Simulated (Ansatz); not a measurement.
A 2-atom cell of CdSe (F-43m) from a materials database, relaxed with r2SCAN, was run in the PAW code Ansatz under altered settings. All numbers are computed, without spin polarisation but where a row says otherwise.

```
CELL_PARAMETERS angstrom
0.00000 3.06780 3.06780
3.06780 0.00000 3.06780
3.06780 3.06780 0.00000
ATOMIC_POSITIONS crystal
Cd 0.00000 0.00000 0.00000
Se 0.75000 0.75000 0.75000
```

The base run's other keys:
```yaml
kpoints:
  mp_grid: { grid: [6, 6, 6] }
hamiltonian:
  xc: pbe
scf:
  occupations: { method: fixed }
  n_extra_bands: 4
```

It takes 6 iterations with 1139 plane waves at 420 eV and 16 k points, and leaves a mean stress of +1.42 GPa. The gap over this mesh is 0.553 eV. It ran on 4 threads of Arm Neoverse N1, on a shared host.

Outcomes, with energy and stress as changes against the base:
```tsv
setting	outcome	ΔF (meV/atom)	Δ mean stress (GPa)	gap on the mesh (eV)	iterations	wall time
scf.n_extra_bands: 24	converged	0.0	0.00	0.554	6	1.5 s
crystal.symmetry.detect: false	converged	0.0	0.00	0.554	6	4.6 s
scf.mixing.ndim: 30	converged	0.0	0.00	0.553	6	0.99 s
scf.occupations: fermi_dirac 0.05	converged	0.0	0.00	0.554	6	0.95 s
scf.occupations: cold 0.5	converged	0.0	0.00	0.553	10	1.4 s
basis.ecutwfc: 250	converged, warned	+986	+0.29	0.571	7	0.69 s
scf.n_extra_bands: 1	converged	0.0	0.00	0.553	6	0.91 s
basis.ecutwfc: 300	converged, warned	+73	+0.11	0.557	6	0.79 s
scf.occupations: gaussian 0.05	converged	0.0	0.00	0.554	6	1 s
basis.xc_grid: 1	converged	0.0	0.00	0.554	6	0.98 s
magnetization.initial_magnetization: 0.5	refused	–	–	–	–	0.07 s
```
A dash marks a value that wasn't obtained or can't be compared. Stress is positive in compression. The base took 0.99 s.

- basis.ecutwfc: 250. 531 plane waves in place of 1139. The free energy moves by +986 meV an atom, the mean stress by +0.29 GPa and the gap on the mesh by +0.017 eV (to 0.571). The basis is too small: these are errors of the cutoff. Warned: cutoff below recommended.
- basis.ecutwfc: 300. 701 plane waves in place of 1139. The free energy moves by +73 meV an atom, the mean stress by +0.11 GPa and the gap on the mesh by +0.004 eV (to 0.557). The basis is too small: these are errors of the cutoff. Warned: cutoff below recommended.
- magnetization.initial_magnetization: 0.5. The input is refused before any iteration. Error: inconsistent input (scf.occupations.method, magnetization): a σ = 0 step fill (method: fixed, or a smearing width below the step floor) with no hard lock on the total moment puts the same N_el/2 bands in each spin channel, which gives a total moment of zero, but the starting moments sum to +0.5000 μB […]

Within 1 meV an atom, 0.1 GPa and 0.005 eV of the base stay: scf.n_extra_bands: 24; crystal.symmetry.detect: false; scf.mixing.ndim: 30; scf.occupations: fermi_dirac 0.05; scf.occupations: cold 0.5; scf.n_extra_bands: 1; scf.occupations: gaussian 0.05; basis.xc_grid: 1.

Spin-orbit coupling is left out.
